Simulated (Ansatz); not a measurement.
**Checking a converged run of Ni**

Ni is taken as a measured crystal structure (space group Fm-3m, primitive cell doubled), 2 atoms in the cell. Source: COD entry 9012970; it may be a high-temperature, high-pressure or metastable form.

These are results of DFT, r2SCAN, PAW, plane waves, scalar-relativistic (Ansatz), not measurements.

```yaml
crystal:
  lattice:
    - [-1.76295, -3.5259, -1.76295]
    - [-1.76295, 0.0, -1.76295]
    - [1.76295, 0.0, -1.76295]
  atoms:
    - { symbol: Ni, position: [0.0, 0.0, 0.0], spin: 2.0 }
    - { symbol: Ni, position: [0.5, 0.0, 0.5], spin: -2.0 }
magnetization:
  spin_polarized: true
hamiltonian:
  xc: r2scan
  pseudopotentials: { kind: paw }
basis:
  ecutwfc: 500
kpoints:
  mp_grid: { grid: [8, 14, 11] }
scf:
  occupations: { method: fermi_dirac, width: 0.1 }
  lower_state_search: "off"
output:
  forces: true
  stress: true
```

Wall time and machine: 38 s on 2 threads of Arm Neoverse V2 (shared host), peak memory 0.59 GiB.

The end of the output:

```
SCF converged after 23 iterations
Magnetization: 0.0000 μB (18.0000 up, 18.0000 down)
Absolute magnetization: 0.4783 μB (∫|ρ↑−ρ↓|, with the PAW one-centre terms)
Spin contamination: 0.1494 ħ² per cell (⟨S²⟩ above its minimum at these occupations)
Per-site moments (μB) at R_I (Å): [(0.2339, 1.0284), (-0.2339, 1.0284)]
Free energy (F): -11690.396318 eV
Harris-Foulkes:  -11690.396318 eV  (|F-HF|=1.39e-9)
Internal energy: -11690.247972 eV  (E = F + TS)
E sigma→0 (E₀):  -11690.322145 eV
Entropy (-TS):   -0.148346 eV (-74.173 meV/atom)
Fermi energy:    17.615472 eV
--- Forces (eV/Å), atoms counted from 1 ---
  atom   1  Ni    -0.00000000     0.00000000     0.00000000
  atom   2  Ni     0.00000000     0.00000000    -0.00000000
--- Stress (GPa, compression-positive) ---
       -9.905254      -0.004946      -0.124355
       -0.004926      -9.991259      -0.004926
       -0.124355      -0.004946      -9.905254
  P = ⅓ Tr σ = -9.9339 GPa (-99.339 kbar)
```

The mesh has less symmetry than the lattice, which lowers the symmetry of the run.

r2SCAN tends to overstate moments and magnetic energies in itinerant metals.

Site moments are taken inside atomic spheres and don't add up to the total.

Q: The run converged. Is this the lowest state of the cell, and if not, what lies lower and how is it reached?

A: No. A state 100 meV/atom (0.201 eV per cell) lower exists in this cell: ferromagnetic, site moments Ni1 0.82, Ni2 0.82 μB, total 1.51 μB per cell, no gap on the k-mesh. It was reached from: parallel moments, default search for lower states [Ni1 2.00, Ni2 2.00 μB]; a moment on one site alone, plain SCF [Ni2 2.00 μB]. The wrong state matters: the pressure is -7.8 GPa there against -9.9 GPa here. States within about 5 meV/atom are too close for this mesh, smearing and search to settle their order. This multiple of the primitive cell fits some opposed orders; other multiples fit others. Only collinear orders within this cell were tried; the true ground state may need a larger cell.
